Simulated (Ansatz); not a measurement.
Ansatz (a program for electronic structure) input:

Ansatz 0.2 input:
```yaml
crystal:
  lattice:
    - [4.367394819, 0.0, 0.0]
    - [0.0, 5.3332076317, 0.0]
    - [0.0, 0.0, 3.3443905514]
  atoms:
    - { symbol: Fe, position: [0.0, 0.0, 0.0] }
    - { symbol: Fe, position: [0.5, 0.5, 0.5] }
    - { symbol: S, position: [0.2071501181, 0.3744267141, 0.0] }
    - { symbol: S, position: [0.7071501181, 0.1255732859, 0.5] }
    - { symbol: S, position: [0.2928498819, 0.8744267141, 0.5] }
    - { symbol: S, position: [0.7928498819, 0.6255732859, 0.0] }
kpoints:
  mp_grid: { grid: [6, 5, 8] }
hamiltonian:
  xc: pbesol
  pseudopotentials: { kind: paw }
scf:
  occupations: { method: fixed }
dielectric: {}
```

Output (shortened):

```
zone centre: on kpoints.mp_grid the ground state, and the responses unless they are solved on pairs of k-points, stand on 122 of the mesh's 240 k-points, …
Pseudopotentials: kind: paw
Pseudopotential: Fe, paw, valence charge 16
Pseudopotential: S, paw, valence charge 6
Functional definition: PBEsol
Crystal: 6 atoms, lattice volume = 77.898 Å³
Basis set: ecut = 420 eV, 1525 PW (Γ), exchange–correlation on 60×72×48 points (8 copies of the dense FFT grid, shifted against one another)
Bands: 34, of which v1, the nominal top of the filled ones, is band 28 counted from 1 (27 counted from 0)
Symmetry: 8 space group operations
k-points: 122 of 240 (irreducible under 1 space group operation, time reversal used)
PAW frozen core: Fe, regenerated for the run's functional, and the local potential with it
PAW frozen core: S, regenerated for the run's functional, and the local potential with it
Initial wavefunctions: pseudopotential atomic-orbital guess
Eigensolver: davidson
Functional: x = pbesol(κ = 0.804, μ = 0.12345679012345678), c = pbesol(β = 0.046)
SCF iter   1: F=—  HF=-12441.589296 eV  |F-HF|=—  |Δ(HF+E_count)|=         —  Δρ=1.18e-2  dr2=5.22e-2  ethr=1.77e-3  ⟨swp⟩=4.9  Hψ=14719  notcnv=0  defer=470
all-band conjugate gradients solve this SCF's bands
preconditioner: auto → Resta (q_TF=auto, 2.582 Å⁻¹)
SCF iter   2: F=—  HF=-12441.580770 eV  |F-HF|=—  |Δ(HF+E_count)|=   8.53e-3  Δρ=8.64e-3  dr2=5.96e-2  ethr=9.31e-5  ⟨swp⟩=3.0  Hψ=8771  notcnv=0  defer=438
SCF iter   3: F=—  HF=-12441.577981 eV  |F-HF|=—  |Δ(HF+E_count)|=   2.79e-3  Δρ=8.60e-3  dr2=4.17e-2  ethr=9.31e-5  ⟨swp⟩=2.1  Hψ=5795  notcnv=0  defer=437
SCF iter   4: F=—  HF=-12441.573094 eV  |F-HF|=—  |Δ(HF+E_count)|=   4.89e-3  Δρ=2.08e-3  dr2=2.17e-3  ethr=7.45e-5  ⟨swp⟩=2.0  Hψ=5152  notcnv=0  defer=480
SCF iter   5: F=—  HF=-12441.572506 eV  |F-HF|=—  |Δ(HF+E_count)|=   5.88e-4  Δρ=2.31e-4  dr2=4.13e-5  ethr=3.87e-6  ⟨swp⟩=2.0  Hψ=6622  notcnv=0  defer=488
SCF iter   6: F=—  HF=-12441.572511 eV  |F-HF|=—  |Δ(HF+E_count)|=   5.40e-6  Δρ=1.60e-4  dr2=1.46e-5  ethr=7.38e-8  ⟨swp⟩=2.2  Hψ=5714  notcnv=0  defer=225
SCF iter   7: F=—  HF=-12441.572513 eV  |F-HF|=—  |Δ(HF+E_count)|=   1.85e-6  Δρ=6.03e-5  dr2=1.94e-6  ethr=2.60e-8  ⟨swp⟩=1.0  Hψ=3940  notcnv=0  defer=210
SCF iter   8: F=—  HF=-12441.572513 eV  |F-HF|=—  |Δ(HF+E_count)|=   4.40e-8  Δρ=2.34e-5  dr2=4.00e-7  ethr=3.46e-9  ⟨swp⟩=2.8  Hψ=7201  notcnv=0  defer=210
SCF iter  11: F=-12441.572513 eV  HF=-12441.572513 eV  |F-HF|=9.09e-12  |Δ(HF+E_count)|=  6.37e-11  Δρ=2.13e-7  dr2=2.75e-11  ethr=1.00e-12  ⟨swp⟩=8.2  Hψ=13686  notcnv=0
SCF 1 converged in 11 iterations: F = -12441.572513 eV  dr2 = 2.75e-11
NSCF: frozen V_eff on 4 k-points
DFPT response loops at Γ: preconditioner auto → Resta (q_TF=auto, 2.582 Å⁻¹)  ε∞=7.7 (no band partly filled) …
── the response to a field inside a basis, on 10×8×12 k-points: an SCF that follows is theirs, and a resumed run solves both again ──
Crystal: 6 atoms, lattice volume = 77.898 Å³
Bands: 29, of which v1, the nominal top of the filled ones, is band 28 counted from 1 (27 counted from 0)
k-points: 120 of 960
Initial density: handed on by an earlier stage of this run
Initial wavefunctions: pseudopotential atomic-orbital guess (no wavefunctions were taken with the density)
Eigensolver: Dense (120 Hₖ)
SCF iter   1: F=—  HF=-12441.543712 eV  |F-HF|=—  |Δ(HF+E_count)|=         —  Δρ=2.03e-4  dr2=6.96e-6  ethr=1.00e-1
all-band conjugate gradients don't solve this SCF's bands (scf.eigensolver.kind)
preconditioner: auto → Resta (q_TF=auto, 2.582 Å⁻¹)
SCF iter   2: F=—  HF=-12441.543717 eV  |F-HF|=—  |Δ(HF+E_count)|=   4.09e-6  Δρ=1.19e-4  dr2=3.20e-6  ethr=1.24e-8
SCF iter   3: F=—  HF=-12441.543720 eV  |F-HF|=—  |Δ(HF+E_count)|=   3.59e-6  Δρ=1.60e-4  dr2=1.81e-5  ethr=5.71e-9  recentre
SCF iter   4: F=—  HF=-12441.543718 eV  |F-HF|=—  |Δ(HF+E_count)|=   1.84e-6  Δρ=1.88e-5  dr2=2.46e-7  ethr=5.71e-9
SCF iter   5: F=-12441.543718 eV  HF=-12441.543718 eV  |F-HF|=2.04e-10  |Δ(HF+E_count)|=   3.85e-8  Δρ=2.54e-6  dr2=5.14e-9  ethr=4.40e-10
SCF 1 converged in 5 iterations: F = -12441.543718 eV  dr2 = 5.14e-9
DFPT response loops at Γ: preconditioner auto → Resta (q_TF=auto, 2.582 Å⁻¹)  ε∞=7.9 (no band partly filled) …
SCF converged after 11 iterations
Free energy (F): -12441.572513 eV
Harris-Foulkes:  -12441.572513 eV  (|F-HF|=9.09e-12)
Internal energy: -12441.572513 eV  (E = F + TS)
E sigma→0 (E₀):  -12441.572513 eV
Fermi energy:    13.184918 eV
--- Per-component energies (eV) ---
  E_band       = -455.590300
  E_kinetic    = 1152.597444
  E_local      = -6069.293595  (includes V_loc(G=0)·N_el)
  E_nonlocal   = 541.985135
  E_hartree    = 2594.859703
  E_xc         = -627.671951
  E_vxc        = -664.570160  (∫ρ·V_xc dr)
  E_paw        = -5001.065179  (= ΣΔE_a)
  E_vpaw       = -606.030046  (= ΣTr[D̂ρ^β])
  E_aug_tail   = 0.001653  (compensation charges beyond the density's cutoff)
  E_ewald      = -5033.591924
  E_core_change = 0.606201  (= ΣΔE_core)
  E_smearing   =  0.000000  (= −TS)
  E_closure    = 0.000000  (closes the sum)
  Σ components = -12441.572513   (vs F -12441.572513, Δ=0.00e0)
  [band-id]    e_kinetic+e_local+e_nonlocal+2·e_hartree+e_vxc+e_vpaw+e_augmentation_tail = -455.590163   (vs E_band -455.590300, Δ=1.37e-4)
--- Band table (eV; the first three rows and the last of 122) ---
  k-point 0: bands = ["-73.1324", "-73.1322", "-39.4717", "-39.4701", "-39.3307", "-39.3306", "-39.3094", "-39.3082", "-3.8624", "-1.2495", "0.5361", "1.3910", "5.2341", "6.8213", "7.4555", "8.1590", "8.9346", "8.9818", "9.2105", "9.3850", "9.7828", "11.6334", "11.8314", "11.9209", "12.1589", "12.3393", "12.3465", "12.6954", "14.2861", "14.7206", "16.0199", "16.4694", "16.8056", "17.1065"]
  k-point 1: bands = ["-73.1324", "-73.1321", "-39.4715", "-39.4701", "-39.3304", "-39.3304", "-39.3114", "-39.3103", "-3.7143", "-1.2302", "0.6074", "1.4012", "5.4025", "6.8445", "7.5186", "7.8491", "8.3280", "8.8902", "9.1224", "9.7438", "9.8145", "10.6795", "11.6385", "11.9457", "12.2014", "12.2697", "12.8667", "12.8806", "14.5296", "14.7814", "15.8383", "16.2533", "16.2954", "16.7449"]
  k-point 2: bands = ["-73.1321", "-73.1319", "-39.4710", "-39.4699", "-39.3298", "-39.3298", "-39.3163", "-39.3154", "-3.2917", "-1.2443", "0.7987", "1.4136", "5.8254", "6.6220", "7.4511", "7.5223", "7.8288", "8.6251", "8.8003", "9.5372", "9.5545", "10.5234", "11.4856", "11.7971", "12.1151", "12.1622", "13.0387", "13.1556", "14.8031", "14.9057", "14.9557", "15.8688", "15.8917", "16.1286"]
  k-point 121: bands = ["-73.1322", "-73.1322", "-39.4709", "-39.4709", "-39.3306", "-39.3306", "-39.3108", "-39.3108", "-1.8713", "-1.8713", "-0.4742", "-0.4742", "6.3995", "6.3995", "7.5301", "7.5301", "8.9800", "8.9800", "10.6962", "10.6962", "11.3035", "11.3035", "11.3354", "11.3354", "12.3462", "12.3462", "12.5541", "12.5541", "14.8537", "14.8537", "15.1029", "15.1029", "16.3613", "16.3613"]
  band table: 34 of 34 bands, residual norms ≤ 1.0e-3 eV
--- Dielectric response (ions clamped): 3 representative field directions + reference, inside a basis on a mesh of 960 k-points (Σ response iterations 15) ---
  ε∞ (high-frequency dielectric tensor):
       21.389168     0.000000     0.000000
        0.000000    20.131385     0.000000
        0.000000     0.000000    18.622576
  Born effective charges Z* (e; rows j = field, columns β = displacement):
    site 0:
        -4.94685   -0.68770    0.00000
        -0.69031   -5.56626    0.00000
         0.00000    0.00000   -4.08978
    site 1:
        -4.94685    0.68770    0.00000
         0.69031   -5.56626    0.00000
         0.00000    0.00000   -4.08978
    site 2:
         2.47342   -0.24461    0.00000
        -0.30253    2.78313    0.00000
         0.00000    0.00000    2.04489
    site 3:
         2.47342    0.24461    0.00000
         0.30253    2.78313    0.00000
         0.00000    0.00000    2.04489
    site 4:
         2.47342    0.24461    0.00000
         0.30253    2.78313    0.00000
         0.00000    0.00000    2.04489
    site 5:
         2.47342   -0.24461    0.00000
        -0.30253    2.78313    0.00000
         0.00000    0.00000    2.04489
  Z* charge neutrality: 4.307e-3 e pre-enforcement
  solved inside a basis spanned on kpoints, on 10×8×12 k-points, its susceptibility summed on 10×8×14: ε∞ is read to err by 6.9e-2, Z* by 2.0e-2 e (field_mesh …
```

Cost: around 5 core-minutes (rough) on shared cores.

Space group Pnnm. The cell was relaxed with PBEsol under the symmetry of its start. No spin polarisation was allowed.

Potentials: the later of the program's two PAW sets.

Ansatz is a plane-wave DFT program.
